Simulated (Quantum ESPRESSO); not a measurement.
pw.x input (Quantum ESPRESSO 7.5; PBEsol, PseudoDojo standard norm-conserving files, scalar-relativistic):

```
&CONTROL
  calculation = 'scf'
  pseudo_dir = './pseudo'
  outdir = './out'
  tprnfor = .true.
  tstress = .true.
/
&SYSTEM
  ibrav = 0
  nat = 12
  ntyp = 3
  ecutwfc = 84.0
  ecutrho = 336.0
  occupations = 'smearing'
  smearing = 'fd'
  degauss = 0.002
  nbnd = 48
/
&ELECTRONS
  conv_thr = 1.2e-09
/
ATOMIC_SPECIES
O 15.9990 O.upf
P 30.9738 P.upf
Y 88.9058 Y.upf
CELL_PARAMETERS angstrom
 -3.444920000000   3.444920000000   3.011875000000
  3.444920000000  -3.444920000000   3.011875000000
  3.444920000000   3.444920000000  -3.011875000000
ATOMIC_POSITIONS crystal
O   0.166400000000   0.341050000000   0.825350000000
O   0.091050000000   0.765700000000   0.674650000000
O   0.515700000000   0.341050000000   0.174650000000
O   0.091050000000   0.416400000000   0.325350000000
O   0.583600000000   0.908950000000   0.674650000000
O   0.658950000000   0.833600000000   0.174650000000
O   0.234300000000   0.908950000000   0.325350000000
O   0.658950000000   0.484300000000   0.825350000000
P   0.250000000000   0.750000000000   0.500000000000
P   0.500000000000   0.500000000000   0.000000000000
Y   0.000000000000   0.000000000000   0.000000000000
Y   0.750000000000   0.250000000000   0.500000000000
K_POINTS automatic
6 6 6 0 0 0
```

End of the output:

```

[...]
     the Fermi energy is     9.4433 ev
!    total energy              =    -456.02446383 Ry
     estimated scf accuracy    <          1.1E-10 Ry
     smearing contrib. (-TS)   =       0.00000000 Ry
     internal energy E=F+TS    =    -456.02446383 Ry
     The total energy is F=E-TS. E is the sum of the following terms:
     one-electron contribution =    -115.89251091 Ry
     hartree contribution      =     103.69833914 Ry
     xc contribution           =    -107.17605329 Ry
     ewald contribution        =    -336.65423877 Ry
     convergence has been achieved in  11 iterations
     Forces acting on atoms (cartesian axes, Ry/au):
     atom    1 type  1   force =     0.00000000   -0.01308691   -0.01353043
     atom    2 type  1   force =     0.01308691    0.00000000   -0.01353043
     atom    3 type  1   force =     0.00000000    0.01308691   -0.01353043
     atom    4 type  1   force =    -0.01308691    0.00000000   -0.01353043
     atom    5 type  1   force =     0.00000000    0.01308691    0.01353043
     atom    6 type  1   force =     0.01308691   -0.00000000    0.01353043
     atom    7 type  1   force =     0.00000000   -0.01308691    0.01353043
     atom    8 type  1   force =    -0.01308691    0.00000000    0.01353043
     atom    9 type  2   force =    -0.00000000    0.00000000    0.00000000
     atom   10 type  2   force =     0.00000000   -0.00000000   -0.00000000
     atom   11 type  3   force =    -0.00000000   -0.00000000    0.00000000
     atom   12 type  3   force =     0.00000000    0.00000000    0.00000000
     Total force =     0.053242     Total SCF correction =     0.000014
     Computing stress (Cartesian axis) and pressure
          total   stress  (Ry/bohr**3)                   (kbar)     P=        0.21
   0.00001511   0.00000000   0.00000000            2.22        0.00        0.00
   0.00000000   0.00001511   0.00000000            0.00        2.22        0.00
   0.00000000   0.00000000  -0.00002595            0.00        0.00       -3.82
```
In a gapped system the printed Fermi energy is only some level inside the gap.

Geometry of the Materials Project entry, not relaxed at this level.
